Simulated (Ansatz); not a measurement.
MoSeS:
```yaml
crystal:
  lattice:
    - [3.24257, 0.00000, 0.00000]
    - [-1.62129, 2.80815, 0.00000]
    - [0.00000, 0.00000, 12.94975]
  atoms:
    - { symbol: Mo, position: [0.00000, 0.00000, 0.26262] }
    - { symbol: Mo, position: [0.00000, 0.00000, 0.73738] }
    - { symbol: Se, position: [0.66667, 0.33333, 0.86774] }
    - { symbol: Se, position: [0.33333, 0.66667, 0.13226] }
    - { symbol: S, position: [0.33333, 0.66667, 0.37985] }
    - { symbol: S, position: [0.66667, 0.33333, 0.62015] }
```

This is the r²SCAN+D4-relaxed structure.

All from DFT-r²SCAN+D4 in the program Ansatz with PAW potentials, unless another level is named. Estimate the Bader charges.

Mo +1.19, Se -0.52, S -0.68 e.

Predict the static dielectric constant ε0 (ions relaxed, cell fixed).

15.7 (xx = yy), 5.89 (zz).

And the electronic dielectric constant ε∞ (DFPT)?

15.4 (xx = yy), 5.87 (zz).

Space group P-3m1. The workflow started from a Materials Project entry (that database holds measured and hypothetical structures alike); the Crystallography Open Database copy checked does not list it. Its standing as an ambient phase is unchecked. The cell was relaxed with r²SCAN+D4 under the symmetry of its start; its stability against distortions is not shown here. No spin polarisation was allowed. Scalar-relativistic: spin–orbit coupling is off unless named, which matters more the heavier the elements.

Potentials: the later of the program's two PAW sets.
